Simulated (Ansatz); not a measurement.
## Pt: generalised stacking fault

Method: DFT PBEsol, scalar-relativistic, plane waves, PAW in Ansatz 0.2.0. The runs took a 420 eV cutoff, a Γ-centred 12×17×5 mesh and Gaussian smearing (0.15 eV). Spin–orbit coupling is left out, which can shift energies with elements as heavy as these. No spin polarisation. Energies are free energies at this smearing, counted from the undisturbed cell; pressure is positive in compression.

The starting cell (as given, not relaxed at this level; it stands at 0.6 GPa):

```
CELL_PARAMETERS angstrom
3.91580 0.00000 0.00000
0.00000 1.95790 -1.95790
0.00000 7.83160 7.83160
ATOMIC_POSITIONS crystal
Pt 0.00000 0.00000 0.93750
Pt 0.50000 0.50000 0.06250
Pt 0.00000 0.00000 0.18750
Pt 0.50000 0.50000 0.31250
Pt 0.00000 0.00000 0.43750
Pt 0.50000 0.50000 0.56250
Pt 0.00000 0.00000 0.68750
Pt 0.50000 0.50000 0.81250
```

The cut lies on the cell's a–b face, a (0 1 1) plane (indices in the standard cell, whose axes needn't be the Cartesian ones shown) of area 10.84 Å², between layers 1.38 Å apart. Vector c is tilted by f times 1·a − 1·b (length 4.796 Å) with the atoms' Cartesian places fixed: one unrelaxed fault a cell. The cell is metallic on the mesh throughout.

```tsv
f	γ (mJ/m²)
0.0000	0
0.1000	945
0.2000	6506
0.3000	24931
```

Problem. Predict the shear traction, the slope of γ along the slip (GPa) at each point.

Solution.
```csv
f,"shear traction, the slope of γ along the slip (GPa)"
0.0000,0.0
0.1000,49.3
0.2000,211.6
0.3000,595.0
```

Cost: 4 runs of about 11 core-minutes in all, on Intel Xeon Platinum 8375C (Ice Lake) (shared hosts).